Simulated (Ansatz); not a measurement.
Total density of states per atom from plane-wave PAW r²SCAN (Ansatz code), in 0.25 eV bins, energy from the valence-band maximum:

| E (eV) | states/eV/atom |
|---|---|
| -7.85 | 0.00 |
| -7.60 | 0.00 |
| -7.35 | 0.00 |
| -7.10 | 0.00 |
| -6.85 | 0.00 |
| -6.60 | 0.00 |
| -6.35 | 0.00 |
| -6.10 | 0.00 |
| -5.85 | 0.00 |
| -5.60 | 0.00 |
| -5.35 | 0.00 |
| -5.10 | 0.00 |
| -4.85 | 0.00 |
| -4.60 | 0.00 |
| -4.35 | 0.00 |
| -4.10 | 0.00 |
| -3.85 | 0.00 |
| -3.60 | 0.00 |
| -3.35 | 0.00 |
| -3.10 | 0.25 |
| -2.85 | 1.11 |
| -2.60 | 1.21 |
| -2.35 | 0.71 |
| -2.10 | 0.36 |
| -1.85 | 0.72 |
| -1.60 | 0.74 |
| -1.35 | 0.95 |
| -1.10 | 1.22 |
| -0.85 | 1.48 |
| -0.60 | 1.98 |
| -0.35 | 1.04 |
| -0.10 | 0.23 |
| 0.15 | 0.00 |
| 0.40 | 0.00 |
| 0.65 | 0.00 |
| 0.90 | 0.00 |
| 1.15 | 0.00 |
| 1.40 | 0.00 |
| 1.65 | 0.00 |
| 1.90 | 0.00 |
| 2.15 | 0.00 |
| 2.40 | 0.00 |
| 2.65 | 0.00 |
| 2.90 | 0.00 |
| 3.15 | 0.00 |
| 3.40 | 0.00 |
| 3.65 | 0.00 |
| 3.90 | 0.00 |
| 4.15 | 0.00 |
| 4.40 | 0.01 |
| 4.65 | 0.02 |
| 4.90 | 0.03 |
| 5.15 | 0.19 |
| 5.40 | 0.51 |
| 5.65 | 0.94 |
| 5.90 | 0.84 |
| 6.15 | 0.57 |
| 6.40 | 0.56 |
| 6.65 | 0.28 |
| 6.90 | 0.46 |
| 7.15 | 1.17 |
| 7.40 | 0.69 |
| 7.65 | 0.86 |
| 7.90 | 0.64 |
| 8.15 | 0.47 |
| 8.40 | 1.20 |

Question: Which compound is it?
A) MgS, wurtzite
B) BN, wurtzite
C) MgSc, CsCl type
D) NiGe, CsCl type

Answer: A, MgS, wurtzite. Top 1 eV of the valence band: S 3p 97 %. Bottom 1 eV of the conduction band: Mg 3s 50 %, S 3s 21 %, S 3p 7 %, outside the projected shells 23 %. Projections are on Löwdin-orthogonalised atomic valence shells; empty p or d shells of many metals are not among them.

Space group P6_3mc (wurtzite). The first step of the workflow began from a Materials Project structure, measured or hypothetical; the Crystallography Open Database copy checked does not list it. COD files the formula under space group No. 225, so this cell is another polymorph or a model. Its standing as an ambient phase is unchecked. Symmetry was held in the r²SCAN relaxation; its stability against distortions is not shown here.

Potentials: the later of the program's two PAW sets.
